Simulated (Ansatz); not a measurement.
Data:

LuTl3:
```
CELL_PARAMETERS angstrom
      4.69419     0.00000     0.00000
      0.00000     4.69419     0.00000
      0.00000     0.00000     4.69419
ATOMIC_POSITIONS crystal
  Lu 0.00000 0.00000 0.00000
  Tl 0.00000 0.50000 0.50000
  Tl 0.50000 0.00000 0.50000
  Tl 0.50000 0.50000 0.00000
```

This is the r²SCAN-relaxed structure.

All from r²SCAN in the plane-wave PAW code Ansatz, unless another level is named. Estimate the density of states at the Fermi level.

0.49 states/eV per atom (mean over ±0.08 eV).

What about the formation energy from the elements (no fitted shifts)?

-0.17 eV/atom.

Space group Pm-3m (Cu3Au type). The workflow started from a Materials Project entry (that database holds measured and hypothetical structures alike); the Crystallography Open Database files this formula in space group No. 221, but the cells were not matched. Whether it is the stable phase at ambient conditions was not checked. Symmetry was held in the r²SCAN relaxation; its stability against distortions is not shown here. The references are the lowest solids computed at this level, not always the standard phases. Spin–orbit coupling is left out wherever it is not named.

Potentials: the later of the program's two PAW sets.
